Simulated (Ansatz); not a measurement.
BN:
```
BN
1.0
    2.55861     0.00000     0.00000
   -1.27930     2.21582     0.00000
    0.00000     0.00000     8.40933
B N
4 4
Direct
  0.00000   0.00000   0.99978
  0.00000   0.00000   0.49978
  0.66667   0.33333   0.75047
  0.33333   0.66667   0.25047
  0.00000   0.00000   0.81315
  0.00000   0.00000   0.31315
  0.66667   0.33333   0.56223
  0.33333   0.66667   0.06223
```

Relaxed with PBE. Independent-particle spectrum: no excitons, no local fields, no scissors shift; 0.1 eV broadening; ε₁ of the summed bands alone.

Problem. Tabulate the dielectric function from DFT-PBE in the program Ansatz with PAW potentials.

Solution. 

| E (eV) | ε₁ xx | ε₂ xx | ε₁ zz | ε₂ zz |
|---|---|---|---|---|
| 0.0 | 4.49 | 0.00 | 4.58 | 0.00 |
| 0.3 | 4.49 | 0.00 | 4.59 | 0.00 |
| 0.6 | 4.50 | 0.00 | 4.59 | 0.00 |
| 0.9 | 4.51 | 0.00 | 4.61 | 0.00 |
| 1.2 | 4.53 | 0.00 | 4.62 | 0.00 |
| 1.5 | 4.55 | 0.00 | 4.64 | 0.00 |
| 1.8 | 4.57 | 0.00 | 4.67 | 0.00 |
| 2.1 | 4.60 | 0.00 | 4.70 | 0.00 |
| 2.4 | 4.63 | 0.00 | 4.74 | 0.00 |
| 2.7 | 4.68 | 0.00 | 4.79 | 0.00 |
| 3.0 | 4.72 | 0.00 | 4.84 | 0.00 |
| 3.3 | 4.78 | 0.00 | 4.89 | 0.00 |
| 3.6 | 4.83 | 0.00 | 4.96 | 0.00 |
| 3.9 | 4.90 | 0.00 | 5.04 | 0.00 |
| 4.2 | 4.98 | 0.00 | 5.12 | 0.00 |
| 4.5 | 5.06 | 0.00 | 5.21 | 0.00 |
| 4.8 | 5.16 | 0.00 | 5.32 | 0.00 |
| 5.1 | 5.27 | 0.00 | 5.45 | 0.00 |
| 5.4 | 5.39 | 0.00 | 5.59 | 0.00 |
| 5.7 | 5.53 | 0.00 | 5.75 | 0.00 |
| 6.0 | 5.69 | 0.00 | 5.93 | 0.00 |
| 6.3 | 5.87 | 0.00 | 6.15 | 0.00 |
| 6.6 | 6.08 | 0.00 | 6.40 | 0.00 |
| 6.9 | 6.33 | 0.00 | 6.71 | 0.00 |
| 7.2 | 6.62 | 0.00 | 7.09 | 0.00 |
| 7.5 | 6.99 | 0.00 | 7.57 | 0.00 |
| 7.8 | 7.45 | 0.00 | 8.22 | 0.00 |
| 8.1 | 8.07 | 0.05 | 9.22 | 0.02 |
| 8.4 | 8.92 | 0.18 | 11.21 | 0.65 |
| 8.7 | 10.12 | 0.91 | 12.12 | 3.43 |
| 9.0 | 10.73 | 2.28 | 11.88 | 5.84 |
| 9.3 | 10.76 | 3.08 | 10.15 | 7.76 |
| 9.6 | 11.13 | 3.80 | 8.56 | 7.00 |
| 9.9 | 12.02 | 4.71 | 8.93 | 7.13 |
| 10.2 | 13.40 | 6.49 | 8.67 | 10.45 |
| 10.5 | 15.98 | 9.82 | 5.48 | 8.45 |
| 10.8 | 11.35 | 17.93 | 6.85 | 8.16 |
| 11.1 | 4.49 | 16.05 | 7.31 | 10.36 |
| 11.4 | 2.38 | 14.81 | 3.84 | 10.84 |
| 11.7 | 0.08 | 12.92 | 3.96 | 10.84 |
| 12.0 | -0.43 | 10.93 | 3.23 | 10.68 |

Problem. From ε at 8.5 eV (xx: 9.32 + 0.30i), find n, k, the normal reflectivity and the absorption coefficient.

Solution. n = 3.05, k = 0.049, R = 26 %, α = 2kE/ħc = 42000 cm⁻¹.

With all bands, ε∞ without local fields is 4.70 (xx = yy), 4.80 (zz). DFPT, with local fields, gives 4.60 (xx = yy), 4.70 (zz).

Space group P6_3mc. A made-up cell: these elements were put on the sites of a structure type. Its sites differ from those of the usual phase in this space group: another stacking or structure type. The PBE relaxation kept the symmetry of its start; phonons on a q-mesh show no instability.

Potentials: the later of the program's two PAW sets.
